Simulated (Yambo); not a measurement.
## K2OsCl4O2: sweep of GW parameters

G0W0@PBEsol for K2OsCl4O2 (space group I4/mmm, No. 139) in Yambo. Reference settings: 2×2×2 Γ-centred k mesh, bands 5 to 328 and a 7 Ry block in the screening, 328 bands in G with the Bruneval-Gonze terminator, plasmon pole fitted at 27.2 eV. The PBEsol gap X → X on this mesh is 1.64 eV; G0W0 gaps are taken between the same points.

```
change from the reference      G0W0 gap X → X (eV)  shift of the valence edge (eV)        rough Yambo cost
-----------------------------  -------------------  ------------------------------  ----------------------
reference settings                            4.65                           -1.05                       1
124 bands in G                                4.65                           -0.98                       –
153 bands in W                                4.64                           -0.91  within a factor of two
2 Ry block                                    4.49                           -0.84  within a factor of two
3 Ry block                                    4.52                           -0.86  within a factor of two
6 Ry block                                    4.62                           -1.00  within a factor of two
no random integration                         4.54                           -0.78                       –
124 bands in G, no terminator                 4.72                           -0.39                       –
211 bands in G, no terminator                 4.73                           -0.71                       –
```

The reference isn't shown to be the converged limit. Costs are rough (shared machines), scaled to the same edge states, and given only for runs that recompute the screening.

Without spin-orbit coupling, band edges of such heavy elements can be off by tenths of an eV.

Geometry of the Materials Project entry, not relaxed at this level; primitive cell a = b = c = 6.739 Å, α = β = 115.16°, γ = 98.61°.

A shift is the quasiparticle energy of the state minus its PBEsol energy.
